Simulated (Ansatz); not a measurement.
BN:
```xyz
4
Lattice="2.5001 0.0000 0.0000 -1.2501 2.1652 0.0000 0.0000 0.0000 4.0223" Properties=species:S:1:pos:R:3 pbc="T T T"
B      0.0000     0.0000     0.0000
B      0.0000     0.0000     2.0112
N      0.0000     1.4434     1.0056
N      1.2501     0.7217     3.0168
```

Relaxed with PBE.

**Question.** Give the Bader charges and basin volumes of the independent atoms, DFT-PBE in the program Ansatz with PAW potentials.

**Answer.** 

| atom | Bader charge (e) | Bader volume (Å³) |
|---|---|---|
| B1 | +1.98 | 2.0 |
| N3 | -1.98 | 8.9 |

Space group P6_3/mmc (NiAs type). The cell is a constructed one: a structure type filled with these elements. Its sites differ from those of the usual phase in this space group: another stacking or structure type. Symmetry was held in the PBE relaxation. At this level the phase is dynamically unstable (imaginary phonons). Its formation energy is positive at this level, so the cell may be metastable or incomplete.

Potentials: the later of the program's two PAW sets.
